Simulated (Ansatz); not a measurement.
A scan (energy over volume and axial ratio; atoms clamped) gave these values. Computed with r2SCAN (plane waves to 500 eV, PAW, scalar-relativistic; Ansatz, a first-principles code).

The shear modulus C′ = (C11 − C12)/2 (fit, atoms clamped) is 20 GPa.

### Question
Of these crystals, all scanned alike, which one is it?
(A) HgTe (zinc blende)
(B) Mo (bcc, W type)
(C) Hg₄Pt (space group Im-3m)
(D) PbTe (rock salt)

### Answer
C, Hg₄Pt (space group Im-3m). The others have, for the shear modulus C′ = (C11 − C12)/2: HgTe 8 GPa, Mo 167 GPa, PbTe 54 GPa

All were relaxed with their symmetry unable to fall. At this level the bands of HgTe touch or barely overlap. Hg4Pt is run without spin polarisation. Mo is run without spin polarisation. Spin-orbit coupling is left out. With partly filled bands, the response to shear is sensitive to the k mesh, so small differences along c/a are uncertain.

(A scan under strain: stresses follow from slopes of the energy per volume, elastic moduli from its curvatures.)
